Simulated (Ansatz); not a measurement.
MoRh:
```yaml
crystal:
  lattice:
    - [4.38456, 0.00000, 0.00000]
    - [0.00000, 2.72224, 0.00000]
    - [0.00000, 0.00000, 4.77374]
  atoms:
    - { symbol: Mo, position: [0.75000, 0.00000, 0.17106] }
    - { symbol: Mo, position: [0.25000, 0.00000, 0.82894] }
    - { symbol: Rh, position: [0.75000, 0.50000, 0.67359] }
    - { symbol: Rh, position: [0.25000, 0.50000, 0.32641] }
```

Relaxed with PBEsol. Special points in fractions of this cell's reciprocal vectors: Γ (0.000, 0.000, 0.000); X (0.500, 0.000, 0.000); S (0.500, 0.500, 0.000); Y (0.000, 0.500, 0.000); Z (0.000, 0.000, 0.500); U (0.500, 0.000, 0.500); R (0.500, 0.500, 0.500); T (0.000, 0.500, 0.500).

Question: List the band energies nearest the Fermi level at these points for PBEsol (plane waves, PAW; program Ansatz).

Answer: In eV from the Fermi level; about four levels below and three above (degenerate sets whole), none deeper than 8.9 eV; points with the same levels are listed once.

| k | below | above |
|---|---|---|
| Γ | -1.31 -0.86 -0.82 -0.41 | 1.48 2.17 2.54 |
| X | -1.93 -1.93 -1.09 -1.09 | 0.73 0.73 1.39 1.39 |
| S | -1.59 -1.59 -1.38 -1.38 | 0.06 0.06 1.34 1.34 |
| Y | -1.12 -1.01 -0.85 -0.48 | 0.71 1.53 2.02 |
| Z | -1.07 -0.97 -0.92 -0.44 | 0.97 1.43 1.85 |
| U | -1.36 -1.36 -1.08 -1.08 | 1.29 1.29 1.52 1.52 |
| R | -4.13 -4.13 -1.24 -1.24 | 0.29 0.29 0.49 0.49 |
| T | -1.09 -1.08 -0.96 -0.30 | 1.30 1.52 1.59 |

Space group Pmma. The workflow started from a Materials Project entry (that database holds measured and hypothetical structures alike); the Crystallography Open Database copy checked does not list it. With Mo and Rh taken as one species the cell has the higher symmetry P6_3/mmc, so it may be an ordered model of a mixed-site phase. Whether it is the stable phase at ambient conditions was not checked. The cell was relaxed with PBEsol under the symmetry of its start; of distortions, only those at the zone centre were tested. No spin polarisation was allowed. Scalar-relativistic: spin–orbit coupling is off unless named, which matters more the heavier the elements.

Potentials: the later of the program's two PAW sets.
